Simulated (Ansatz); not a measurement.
# How much does the functional matter for the cell of CuAu?

The starting cell is an entry of the Crystallography Open Database (1936):

```
CELL_PARAMETERS angstrom
2.81075 0.00000 0.00000
0.00000 2.81075 0.00000
0.00000 0.00000 3.68500
ATOMIC_POSITIONS crystal
Cu 0.50000 0.50000 0.50000
Au 0.00000 0.00000 0.00000
```

Atoms and cell were relaxed at zero pressure with plane-wave PAW DFT (Ansatz 0.2.0; one set of PAW datasets, made under PBE, for all functionals; 420 eV, r2SCAN 500 eV; 11×11×9 Γ-centred mesh, fermi-dirac occupations of width 0.100 eV; no spin polarisation, no spin-orbit coupling, no dispersion correction), keeping the symmetry (P4/mmm, No. 123).

Four functionals were used, LDA, PBEsol, PBE and r2SCAN. Their relaxed conventional cells, unnamed:

```csv
run,a (Å),c (Å),volume (Å³/atom)
A,2.794,3.638,14.20
B,2.771,3.586,13.77
C,2.846,3.702,15.00
D,2.826,3.639,14.53
```

Question: Which run is LDA's and which PBE's?

Answer: B is LDA, which overbinds and gives the smallest cell, and C is PBE, as a rule the largest. Of the two between, A is PBEsol and D is r2SCAN, an order that varies from crystal to crystal. Formation energies in eV an atom: LDA -0.057, PBEsol -0.057, PBE -0.053, r2SCAN -0.055.

Caveats: each relaxation keeps the start's symmetry, so a distorted cell may lie lower; computed cells are at 0 K with fixed nuclei; no spin-orbit coupling, which moves formation energies of heavy elements; an old entry, and the compound itself may be in doubt; formation energies are at zero smearing against the elements' usual phases under the same functional, gases as free molecules, uncorrected.
